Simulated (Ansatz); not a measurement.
HfB, DFT, LDA, all-electron PAW with datasets made for the crystal, scalar-relativistic (Ansatz 0.2.0), run on 1 thread of Arm Neoverse V1 on a shared host.

The geometry is COD entry 1511179, unchecked; take it as a test cell. The listed cell was then made from it by scaling, straining or moving an atom.

Command: `ansatz run input.yaml --threads 1 --pin off --max-ram 3072MiB --backend cpu --events-out ev --progress --plain --runs-dir out`

```yaml
crystal:
  lattice:
    - [-0.0462, 2.2869, 2.2869]
    - [2.2869, -0.0462, 2.2869]
    - [2.2869, 2.2869, -0.0462]
  atoms:
    - { symbol: Hf, position: [0.5, 0.5, 0.5] }
    - { symbol: B, position: [0.0, 0.0, 0.0] }
kpoints:
  mp_grid: { grid: [15, 15, 15] }
scf:
  occupations: { method: fermi_dirac, width: 0.05 }
hamiltonian:
  xc: lda
  pseudopotentials: { kind: all_electron, datasets: crystal }
output:
  forces: true
  stress: true
  eigenvalues: true
  efg: { contact_densities: true }
```

(1) How large is the problem that the program sets up?

(2) About how long does it take, and how much memory does it use?

(3) And the same cell and mesh by frozen-core PAW, asked for forces, stress, eigenvalues, efg, on the same hardware?

## Answers

(1) 344 irreducible k-points, 447 plane waves at Γ, 19 bands.

(2) 40 s of wall time for 9 SCF iterations, with a peak of 0.87 GiB. Times on shared machines scatter by tens of per cent.

(3) 10 s, peak memory 0.47 GiB.
